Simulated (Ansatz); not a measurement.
SnC:
```yaml
crystal:
  lattice:
    - [0.00000, 2.54360, 2.54360]
    - [2.54360, 0.00000, 2.54360]
    - [2.54360, 2.54360, 0.00000]
  atoms:
    - { symbol: Sn, position: [0.00000, 0.00000, 0.00000] }
    - { symbol: C, position: [0.25000, 0.25000, 0.25000] }
```

Relaxed with PBE. Special points in fractions of this cell's reciprocal vectors: Γ (0.000, 0.000, 0.000); X (0.500, 0.000, 0.500); U (0.625, 0.250, 0.625); K (0.375, 0.375, 0.750); L (0.500, 0.500, 0.500); W (0.500, 0.250, 0.750).

Problem. List the band energies nearest the valence-band maximum at these points for DFT-PBE with spin–orbit coupling in the program Ansatz with PAW potentials.

Solution. In eV from the valence-band maximum; about four levels below and three above (degenerate sets whole), none deeper than 8.9 eV; points with the same levels are listed once.

| k | below | above |
|---|---|---|
| Γ | 0.00 0.00 0.00 0.00 | 0.61 0.61 5.29 5.29 |
| X | -3.07 -3.07 -2.87 -2.87 | 1.29 1.29 3.32 3.32 |
| U | -4.55 -4.37 -2.46 -2.44 | 2.55 2.56 5.10 |
| L | -1.24 -1.24 -1.11 -1.11 | 2.04 2.04 6.23 6.23 |
| W | -4.17 -3.91 -3.84 -3.78 | 4.28 4.28 5.40 5.41 |

Space group F-43m (zinc blende). The start of the workflow was typed in or built on a structure type; neither database checked (COD, Materials Project) lists it. Whether it is the stable phase at ambient conditions was not checked. The PBE relaxation kept the symmetry of its start; whether a distortion lowers the energy is not shown. Its formation energy is positive at this level, so the cell may be metastable or incomplete.

Potentials: the later of the program's two PAW sets.
